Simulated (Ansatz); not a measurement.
NaF (rock salt)

```cif
data_FNa
_chemical_formula_sum 'F1 Na1'
_space_group_name_H-M_alt 'P 1'
_space_group_IT_number 1
_cell_length_a 3.24880
_cell_length_b 3.24880
_cell_length_c 3.24880
_cell_angle_alpha 60.000
_cell_angle_beta 60.000
_cell_angle_gamma 60.000
loop_
_space_group_symop_operation_xyz
  'x, y, z'
loop_
_atom_site_label
_atom_site_type_symbol
_atom_site_fract_x
_atom_site_fract_y
_atom_site_fract_z
_atom_site_occupancy
F1 F 0.00000 0.00000 0.00000 1
Na1 Na 0.50000 0.50000 0.50000 1
```

E(V) scan at fixed shape, V₀ the volume above. Symmetry pins the atoms to their sites.

All values below come from r2SCAN (plane waves to 500 eV, PAW, scalar-relativistic; Ansatz, a program for electronic structure). k mesh 12×12×12 (Γ-centred), Fermi-Dirac smearing 0.05 eV. E stands for the smeared free energy. Compression counts positive. NaF was relaxed with its symmetry unable to fall. The zero of ΔE is the relaxed starting cell.

```csv
V/V₀,P (GPa),ΔE (eV/atom)
0.940,3.89,?
0.952,3.00,?
0.964,2.17,0.0029
0.976,1.40,?
0.988,0.67,0.0003
1.000,0.00,0.0000
1.012,-0.63,0.0003
1.024,-1.22,?
1.036,-1.77,0.0025
1.048,-2.29,0.0043
1.060,-2.77,?
```

Problem. What belongs in the gaps?

Solution. 
- 0.940, ΔE (eV/atom): 0.0083
- 0.952, ΔE (eV/atom): 0.0052
- 0.976, ΔE (eV/atom): 0.0012
- 1.024, ΔE (eV/atom): 0.0011
- 1.060, ΔE (eV/atom): 0.0066

(Under strain, the slope of the energy per volume gives the stress and its curvature an elastic modulus.)
